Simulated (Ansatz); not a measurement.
# Kick test of a cell of Mg3TiN3

The structure comes from a generated guess, relaxed at this level; another structure or a mixture of phases may lie lower.

The calculation used DFT PBE, scalar-relativistic, plane waves, PAW in Ansatz 0.2.0. Cutoff 420 eV; k points 8×8×8 on the computed 7-atom cell (Γ-centred); Gaussian smearing, width 0.10 eV; no spin polarisation.

The cell below (7 atoms, space group Pm-3m (No. 221)) is relaxed within its symmetry.

```yaml
crystal:
  lattice:
    - [4.30445, 0.00000, 0.00000]
    - [0.00000, 4.30445, 0.00000]
    - [0.00000, 0.00000, 4.30445]
  atoms:
    - { symbol: Mg, position: [0.00000, 0.50000, 0.50000] }
    - { symbol: Mg, position: [0.50000, 0.00000, 0.50000] }
    - { symbol: Mg, position: [0.50000, 0.50000, 0.00000] }
    - { symbol: Ti, position: [0.00000, 0.00000, 0.00000] }
    - { symbol: N, position: [0.50000, 0.00000, 0.00000] }
    - { symbol: N, position: [0.00000, 0.50000, 0.00000] }
    - { symbol: N, position: [0.00000, 0.00000, 0.50000] }
```

For the test it was strained at random (σ = 1.5 % a component), the atoms were moved at random (σ = 0.10 Å), and all was relaxed again on a coarse 6×6×6 mesh (in the run’s order of axes) with 0.20 eV smearing, with no symmetry imposed.

Task: Is the structure stable against such a distortion?

Result: It doesn't return. The energy falls by 8 meV/atom on that mesh, the volume changes by 1.7 %, and the end has space group R3m (No. 160) at a loose tolerance. Relaxed again on a 6×6×6 mesh with 0.10 eV smearing, the new structure lies 7 meV/atom below the first (mesh in the axes of the run's cell; the cell below is made exact in the group named). Space group R3m (No. 160), trigonal, a = 6.116 Å, c = 7.508 Å. Mg has 4 N at 2.14–2.19 Å, 4 Ti at 2.93–3.20 Å and 8 Mg at 3.03–3.09 Å; Ti is surrounded by 3 N at 2.00 Å, 3 N at 2.34 Å and 12 Mg at 2.93–3.20 Å; around N lie 1 Ti at 2.00 Å, 4 Mg at 2.14–2.19 Å and 1 Ti at 2.34 Å.

```
CELL_PARAMETERS angstrom
3.05782 1.76543 2.50281
-3.05782 1.76543 2.50281
0.00000 -3.53086 2.50281
ATOMIC_POSITIONS crystal
Mg 0.50156 0.99672 0.50156
Mg 0.99672 0.50156 0.50156
Mg 0.50156 0.50156 0.99672
Ti 0.02348 0.02348 0.02348
N 0.99642 0.48391 0.99642
N 0.48391 0.99642 0.99642
N 0.99642 0.99642 0.48391
```
